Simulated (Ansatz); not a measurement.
SrMgF₄:
```cif
data_F16Mg4Sr4
_chemical_formula_sum 'Sr4 Mg4 F16'
_space_group_name_H-M_alt 'Cmc21'
_space_group_IT_number 36
_space_group_name_Hall 'C 2c -2'
_cell_length_a 3.94468
_cell_length_b 14.41089
_cell_length_c 5.61261
_cell_angle_alpha 90.000
_cell_angle_beta 90.000
_cell_angle_gamma 90.000
loop_
_atom_site_label
_atom_site_type_symbol
_atom_site_symmetry_multiplicity
_atom_site_Wyckoff_symbol
_atom_site_fract_x
_atom_site_fract_y
_atom_site_fract_z
_atom_site_occupancy
Sr1 Sr 4 a 0.00000 0.65796 0.04177 1
Mg1 Mg 4 a 0.00000 0.08442 0.59522 1
F1 F 4 a 0.00000 0.16177 0.31039 1
F2 F 4 a 0.00000 0.03428 0.93126 1
F3 F 4 a 0.00000 0.20170 0.78782 1
F4 F 4 a 0.00000 0.41553 0.11652 1
```
(The calculation used a cell of 12 atoms; values per cell refer to that cell.)

Relaxed with r²SCAN. DFT-r²SCAN in the program Ansatz with PAW potentials gives a gap of 7.75 eV.

What gap does HSE06 give on the same cell (Ansatz, PAW)?

9.11 eV, 1.37 eV more. The hybrid was solved on a coarser mesh and at special points; the gap given is the minimum over both.

Cost on shared cores: the r²SCAN run (SCF on a 7×7×5 mesh, then bands and DOS) roughly 13 core-minutes, the HSE06 run (SCF on 4×4×3, then a few points) around 4 core-minutes (rough); the tasks are unlike.

Space group Cmc2_1. The workflow started from a Materials Project entry (that database holds measured and hypothetical structures alike); the Crystallography Open Database files this formula in space group No. 36, but the cells were not matched. Whether it is the stable phase at ambient conditions was not checked. The r²SCAN relaxation kept the symmetry of its start; whether a distortion lowers the energy is not shown. Scalar-relativistic: spin–orbit coupling is off unless named, which matters more the heavier the elements.

Potentials: the earlier of the program's two PAW sets. The files were generated under PBE; for other functionals the program regenerates the frozen cores, and for LDA and PBEsol the local potential too.
